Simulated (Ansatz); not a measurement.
HfS₂:
```
CELL_PARAMETERS angstrom
      3.60602     0.00000     0.00000
     -1.80301     3.12290     0.00000
      0.00000     0.00000     5.76772
ATOMIC_POSITIONS crystal
  Hf 0.00000 0.00000 0.00000
  S  0.66667 0.33333 0.74754
  S  0.33333 0.66667 0.25246
```

Relaxed with PBE+D3(BJ). Independent-particle spectrum: no excitons, no local fields, no scissors shift; 0.1 eV broadening; ε₁ of the summed bands alone.

Problem. Tabulate the dielectric function from PBE+D3(BJ) (plane waves, PAW; program Ansatz).

Solution. 

```csv
E (eV),ε₁ xx,ε₂ xx,ε₁ zz,ε₂ zz
0.0,11.31,0.00,8.32,0.00
0.4,11.48,0.00,8.41,0.00
0.8,12.03,0.00,8.73,0.00
1.2,13.19,0.00,9.44,0.00
1.6,15.89,0.00,11.56,0.01
2.0,24.02,4.24,10.42,7.30
2.4,20.38,23.43,7.69,5.80
2.8,-4.96,17.84,6.08,5.09
3.2,-1.76,7.20,6.03,3.98
3.6,1.36,3.87,6.38,4.12
4.0,3.84,3.23,6.08,4.03
4.4,5.78,3.84,6.31,3.57
4.8,6.81,5.21,7.59,4.49
5.2,7.71,7.91,7.84,5.82
5.6,4.85,9.57,6.56,7.95
6.0,3.36,9.43,5.29,9.09
6.4,1.57,10.05,2.99,7.88
6.8,-1.35,8.90,2.95,8.38
7.2,-1.72,6.89,2.42,7.40
7.6,-0.94,5.58,1.70,7.51
8.0,-1.22,5.24,0.92,7.20
8.4,-1.24,4.80,0.83,7.81
8.8,-1.46,4.36,-2.28,8.60
9.2,-0.93,4.03,-3.66,5.64
9.6,-1.03,4.12,-3.17,4.42
10.0,-1.70,4.04,-3.10,2.77
10.4,-2.08,2.92,-1.65,2.19
10.8,-1.55,2.42,-1.15,2.38
11.2,-1.45,1.90,-1.24,2.36
11.6,-0.44,1.65,-0.89,1.87
12.0,-0.52,2.12,-0.57,1.62
```

Problem. From ε at 2.1 eV (xx: 25.74 + 9.31i), find n, k, the normal reflectivity and the absorption coefficient.

Solution. n = 5.15, k = 0.903, R = 47 %, α = 2kE/ħc = 190000 cm⁻¹.

With all bands, ε∞ without local fields is 11.4 (xx = yy), 8.37 (zz). DFPT, with local fields, gives 10.7 (xx = yy), 5.79 (zz).

Space group P-3m1 (CdI2 type). The cell was relaxed with PBE+D3(BJ) under the symmetry of its start; phonons on a q-mesh show no instability. The run is not spin-polarised. Scalar-relativistic: spin–orbit coupling is off unless named, which matters more the heavier the elements.

Potentials: the later of the program's two PAW sets.
